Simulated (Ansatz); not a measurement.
**Phonons of SrMg (Pm-3m)**

```xyz
2
Lattice="4.1317 0.0000 0.0000 0.0000 4.1317 0.0000 0.0000 0.0000 4.1317" Properties=species:S:1:pos:R:3 pbc="T T T"
Sr    2.0659    2.0659    2.0659
Mg    0.0000    0.0000    0.0000
```

Unless marked otherwise, the numbers come from PBEsol, all-electron LAPW in Ansatz 0.2.0, scalar-relativistic. k mesh 10×10×10, Fermi-Dirac smearing of 0.080 eV, basis error target 1 meV/atom. The cell was relaxed by PAW under this functional, which moved its volume by +19 % from the database entry's.

Atoms are displaced by 0.01 Å in the smallest supercells that hold the wave vectors of a 2×2×2 mesh. Negative values stand for unstable modes.

Problem. What are the phonon energies at the solved wave vectors, in THz?

Solution. 

```
                q  point                       modes (THz)
0.000 0.000 0.000  Gamma                         5.12 (×3)
0.500 0.000 0.000      X  2.40 (×2), 2.89, 3.56, 4.73 (×2)
0.500 0.500 0.000      M  1.36 (×2), 2.22, 4.41 (×2), 4.93
0.500 0.500 0.500      R              3.24 (×3), 3.49 (×3)
```

Problem. Is the structure dynamically stable at these wave vectors?

Solution. Yes, no mode is unstable there; wave vectors off this mesh aren't tested.

Problem. How do the optical zone-centre modes decompose, and which are active?

Solution. Point group m-3m: Γ_opt = T1u.

```json
{"label": "T1u", "THz": "5.12", "activity": "IR", "mostly": "Mg (78 %)"}
```

In a metal the activity is that of symmetry alone; free carriers screen the infrared modes.

Problem. How well do frozen-core PAW files reproduce these all-electron values?

Solution. With a cutoff of 420 eV and displacements of 0.0025 Å, the r.m.s. difference over the modes is 0.0 cm⁻¹; the largest difference is 118.9 (PAW) against 118.8 cm⁻¹ (LAPW).

Problem. The cell is scaled evenly to 69.123 and 71.945 Å³ (from 70.534), with free atoms relaxed and the shape held. What are the mode Grüneisen parameters γ = −d ln ω/d ln V?

Solution. For the highest mode, 175.8 cm⁻¹ in the small cell and 166.1 in the large one give γ ≈ 1.42. From the change of the dynamical matrix on each mode:

```tsv
point	cm⁻¹	γ
Gamma	170.9	1.42
X	80.0	1.21
X	96.4	1.26
X	118.8	1.48
X	157.8	1.30
M	45.4	0.05
M	74.0	1.15
M	147.2	1.63
M	164.3	1.29
R	108.2	1.25
R	116.3	1.65
```

Weighted by the modes' heat capacities at 300 K, the mean on this mesh is 1.19; it moves with the q mesh, and a coarse one overweights the zone boundary.

Keep in mind: responses of metals move with mesh and smearing; the frozen-core PAW files of the compared runs were fitted under PBE, their cores solved anew for this functional.
